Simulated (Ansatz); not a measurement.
Total density of states per atom from r²SCAN in the plane-wave PAW code Ansatz, in 0.25 eV bins, energy from the Fermi level:

(E (eV), states/eV/atom): (-7.85, 0.30); (-7.60, 0.44); (-7.35, 0.43); (-7.10, 0.26); (-6.85, 0.02); (-6.60, 0.00); (-6.35, 0.00); (-6.10, 0.00); (-5.85, 0.00); (-5.60, 0.00); (-5.35, 0.02); (-5.10, 0.08); (-4.85, 0.21); (-4.60, 0.38); (-4.35, 0.70); (-4.10, 0.63); (-3.85, 0.94); (-3.60, 0.64); (-3.35, 0.87); (-3.10, 0.79); (-2.85, 0.62); (-2.60, 0.31); (-2.35, 0.72); (-2.10, 1.04); (-1.85, 1.34); (-1.60, 0.65); (-1.35, 0.90); (-1.10, 0.55); (-0.85, 0.95); (-0.60, 0.47); (-0.35, 0.44); (-0.10, 0.38); (0.15, 0.36); (0.40, 0.31); (0.65, 0.30); (0.90, 0.37); (1.15, 0.37); (1.40, 0.28); (1.65, 0.51); (1.90, 0.79); (2.15, 1.27); (2.40, 4.04); (2.65, 4.57)

Problem. Pick the material that matches.
A) Ru, hcp (Mg type)
B) La, dhcp (α-La type)
C) GeTePt, P2_13 (Ge on 4a, Te on 4a, Pt on 4a)
D) LaGe3Ru, I4mm (La on 2a, Ge on 2a, Ge on 4b, Ru on 2a)

Solution. D, LaGe3Ru, I4mm (La on 2a, Ge on 2a, Ge on 4b, Ru on 2a). Within 0.5 eV of the Fermi level: Ge 4p 34 %, Ru 4d 34 %, La 5d 15 %, Ge 4s 7 %, La 4f 5 %. Projections are on Löwdin-orthogonalised atomic valence shells; empty p or d shells of many metals are not among them.

The workflow started from a Materials Project entry (that database holds measured and hypothetical structures alike); the Crystallography Open Database copy checked does not list it. Its standing as an ambient phase is unchecked. The r²SCAN relaxation kept the symmetry of its start; its stability against distortions is not shown here. No spin polarisation was allowed. Scalar-relativistic: spin–orbit coupling is off unless named, which matters more the heavier the elements.

Potentials: the later of the program's two PAW sets.
